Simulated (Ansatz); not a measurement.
ZnS:
Space group F-43m (No. 216); a = b = c = 5.297 Å, α = β = γ = 90.00°

| atom | site | symmetry | x | y | z |
|---|---|---|---|---|---|
| S | 4c | -43m | 0.2500 | 0.2500 | 0.2500 |
| Zn | 4a | -43m | 0.0000 | 0.0000 | 0.0000 |
(The calculation used a cell of 2 atoms; values per cell refer to that cell.)

Relaxed with LDA.

Problem. Give the optical modes at the zone centre with their infrared and Raman activity from DFPT, DFT-LDA in the program Ansatz with PAW potentials.

Solution. Transverse frequencies, without the LO–TO term; a row sums one degenerate level.

| ω (cm⁻¹) | degeneracy | IR ((D/Å)²/amu) | Raman (Å⁴/amu) | activity | symmetry |
|---|---|---|---|---|---|
| 291 | 3 | 11.65 | 2.2 | IR+Raman | T2 |

Problem. How high does the top mode go among those that the LO–TO term moves?

Solution. 348 cm⁻¹ for q along x.

Symmetry was held in the LDA relaxation; phonons on a q-mesh show no instability.

Potentials: the later of the program's two PAW sets.
